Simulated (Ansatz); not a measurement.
TiSe2:
```cif
data_Se2Ti
_chemical_formula_sum 'Ti1 Se2'
_space_group_name_H-M_alt 'P-3m1'
_space_group_IT_number 164
_space_group_name_Hall '-P 3 2"'
_cell_length_a 3.54158
_cell_length_b 3.54158
_cell_length_c 6.71238
_cell_angle_alpha 90.000
_cell_angle_beta 90.000
_cell_angle_gamma 120.000
loop_
_atom_site_label
_atom_site_type_symbol
_atom_site_symmetry_multiplicity
_atom_site_Wyckoff_symbol
_atom_site_fract_x
_atom_site_fract_y
_atom_site_fract_z
_atom_site_occupancy
Ti1 Ti 1 a 0.00000 0.00000 0.00000 1
Se1 Se 2 d 0.33333 0.66667 0.23050 1
```

Relaxed with PBE.

Which orbitals make up the states near the Fermi level in plane-wave PAW PBE (Ansatz code)?

Within 0.5 eV of the Fermi level: Ti 3d 70 %, Se 4p 27 %. Projections are on Löwdin-orthogonalised atomic valence shells; empty p or d shells of many metals are not among them.

Tabulate the density of states.

States/eV per cell of 3 atoms, in 0.25 eV bins, energy from the Fermi level.

| E (eV) | total | Se 4p | Ti 3d | Se 4s |
|---|---|---|---|---|
| -7.85 | 0.00 | 0.00 | 0.00 | 0.00 |
| -7.60 | 0.00 | 0.00 | 0.00 | 0.00 |
| -7.35 | 0.00 | 0.00 | 0.00 | 0.00 |
| -7.10 | 0.00 | 0.00 | 0.00 | 0.00 |
| -6.85 | 0.00 | 0.00 | 0.00 | 0.00 |
| -6.60 | 0.00 | 0.00 | 0.00 | 0.00 |
| -6.35 | 0.00 | 0.00 | 0.00 | 0.00 |
| -6.10 | 0.00 | 0.00 | 0.00 | 0.00 |
| -5.85 | 0.00 | 0.00 | 0.00 | 0.00 |
| -5.60 | 0.00 | 0.00 | 0.00 | 0.00 |
| -5.35 | 0.00 | 0.00 | 0.00 | 0.00 |
| -5.10 | 0.22 | 0.15 | 0.03 | 0.00 |
| -4.85 | 1.06 | 0.74 | 0.16 | 0.02 |
| -4.60 | 1.41 | 1.00 | 0.21 | 0.04 |
| -4.35 | 1.98 | 1.42 | 0.29 | 0.06 |
| -4.10 | 3.70 | 2.93 | 0.46 | 0.10 |
| -3.85 | 4.42 | 3.49 | 0.59 | 0.12 |
| -3.60 | 1.51 | 1.09 | 0.24 | 0.07 |
| -3.35 | 1.29 | 0.92 | 0.30 | 0.02 |
| -3.10 | 1.91 | 1.39 | 0.45 | 0.02 |
| -2.85 | 3.24 | 2.30 | 0.81 | 0.04 |
| -2.60 | 4.14 | 2.87 | 1.13 | 0.06 |
| -2.35 | 5.00 | 3.14 | 1.71 | 0.07 |
| -2.10 | 4.68 | 3.04 | 1.50 | 0.06 |
| -1.85 | 2.61 | 2.08 | 0.42 | 0.05 |
| -1.60 | 2.72 | 2.20 | 0.40 | 0.05 |
| -1.35 | 2.58 | 2.14 | 0.35 | 0.03 |
| -1.10 | 2.46 | 2.03 | 0.35 | 0.02 |
| -0.85 | 1.32 | 1.03 | 0.26 | 0.01 |
| -0.60 | 0.92 | 0.71 | 0.19 | 0.01 |
| -0.35 | 0.43 | 0.28 | 0.15 | 0.00 |
| -0.10 | 0.46 | 0.17 | 0.27 | 0.00 |
| 0.15 | 1.47 | 0.28 | 1.13 | 0.02 |
| 0.40 | 2.22 | 0.36 | 1.79 | 0.02 |
| 0.65 | 2.91 | 0.44 | 2.39 | 0.02 |
| 0.90 | 1.59 | 0.34 | 1.22 | 0.00 |
| 1.15 | 2.78 | 0.82 | 1.90 | 0.01 |
| 1.40 | 7.59 | 1.23 | 6.27 | 0.01 |
| 1.65 | 5.40 | 0.73 | 4.53 | 0.01 |
| 1.90 | 0.00 | 0.00 | 0.00 | 0.00 |
| 2.15 | 0.00 | 0.00 | 0.00 | 0.00 |
| 2.40 | 1.31 | 0.39 | 0.82 | 0.04 |
| 2.65 | 3.44 | 1.14 | 2.05 | 0.09 |
| 2.90 | 2.62 | 0.98 | 1.47 | 0.06 |
| 3.15 | 4.25 | 1.75 | 2.28 | 0.08 |
| 3.40 | 3.88 | 1.45 | 2.14 | 0.13 |
| 3.65 | 0.51 | 0.17 | 0.30 | 0.03 |
| 3.90 | 0.00 | 0.00 | 0.00 | 0.00 |
| 4.15 | 0.00 | 0.00 | 0.00 | 0.00 |
| 4.40 | 0.00 | 0.00 | 0.00 | 0.00 |
| 4.65 | 0.00 | 0.00 | 0.00 | 0.00 |

The cell was relaxed with PBE under the symmetry of its start. No spin polarisation was allowed. A crystal of weakly bound layers computed without a dispersion correction: the cell and the soft elastic constants depend strongly on that. Scalar-relativistic: spin–orbit coupling is off unless named, which matters more the heavier the elements.

Potentials: the earlier of the program's two PAW sets.
